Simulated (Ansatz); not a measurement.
Bulk modulus by a P(V) fit from PBE minus that from PBEsol (% of the latter), each on its own relaxed cell (Ansatz, a first-principles code, plane waves, PAW; no spin–orbit coupling, no Hubbard U), over 21 phases of the class «rare-earth compounds»: what sign and size do you expect?

Mean -9 %, median -10 %, mean absolute 9 %; eight in ten lie between -12 and -7 %, and 0 % are above zero.

Some cases that may be named, with their rank among the 21 from the lowest: CeO2, fluorite -10 % (rank 11); La2WN4, I4/mmm (La on 4e, W on 2a, N on 4e, N on 4c) -7 % (rank 17); LaB6, Pm-3m (La on 1a, B on 6f) -4 % (rank 21).

The phases are those computed here (of each formula those with measured values and the lowest at some level), not a balanced benchmark, and neither functional is the truth. Pairs that end in unlike spin orders or unlike minima (c/a over 6 % apart, 30 % for weakly bound crystals), magnets with 4f shells, solids of gases and phases set aside for tests are left out.

1 hold 4f electrons in the valence, where a lower state may exist.

With the 4f shell in the valence, where a lower state may exist: CeO2, fluorite. Typed or built starts, not in the databases checked: La2WN4, I4/mmm (La on 4e, W on 2a, N on 4e, N on 4c). Began spin-polarised and lost the moments: CeO2, fluorite with PBE; La2WN4, I4/mmm (La on 4e, W on 2a, N on 4e, N on 4c) with PBE; La2WN4, I4/mmm (La on 4e, W on 2a, N on 4e, N on 4c) with PBEsol. All cells were relaxed under the symmetry of their starts (and spin orders); stability against distortions was not tested throughout. Named crystals with no word on spin ran without spin polarisation. No Hubbard U is applied. Spin–orbit coupling is left out wherever it is not named.

Potentials: the later of the program's two PAW sets.

Ansatz is a plane-wave DFT program.
